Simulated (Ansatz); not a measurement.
# HfTi₃N₄: phonons across the zone

Level of theory: Ansatz, DFT PBE, scalar-relativistic, plane waves, PAW. Settings: 420 eV plane-wave cutoff, Γ-centred 12×12×6 mesh, Fermi-Dirac smearing of 0.15 eV. No spin polarisation. Phonons by linear response, acoustic sum rule imposed.

The cell, relaxed at this level:
```
CELL_PARAMETERS angstrom
3.07563 0.00000 0.00000
0.00000 3.07563 0.00000
0.00000 0.00000 8.67636
ATOMIC_POSITIONS crystal
Hf 0.00000 0.00000 0.00000
Ti 0.50000 0.50000 0.26376
Ti 0.00000 0.00000 0.50000
Ti 0.50000 0.50000 0.73624
N 0.00000 0.00000 0.25578
N 0.50000 0.50000 0.50000
N 0.00000 0.00000 0.74422
N 0.50000 0.50000 0.00000
```

The structure comes from a generated guess, relaxed at this level; another structure or a mixture of phases may lie lower. In a metal, frequencies and elastic constants depend on the k mesh and the smearing, soft modes and shear constants most. Spin–orbit coupling is left out, which matters for heavy elements. The q mesh is coarse, so values between its points are rough.

Force constants from linear response on a 2×2×1 q mesh.

Question: Is the structure dynamically stable on this mesh?

Answer: Yes, on this mesh: no mode is imaginary.

Question: Give the frequencies (cm⁻¹; i marks imaginary ones) at the irreducible q points, in fractions of the reciprocal vectors.

Answer:
```
                  q  star                                                                                      frequencies
  0.000 0.000 0.000     1        0 0 0 134 134 174 187 187 232 232 242 300 400 433 433 445 445 471 471 528 567 585 585 587
 0.000 -0.500 0.000     2  103 134 140 157 159 167 195 215 220 249 252 262 381 461 464 492 496 499 506 513 568 572 630 665
-0.500 -0.500 0.000     1  122 190 190 207 233 233 236 243 243 250 250 253 380 455 455 460 460 479 479 524 565 574 605 605
```
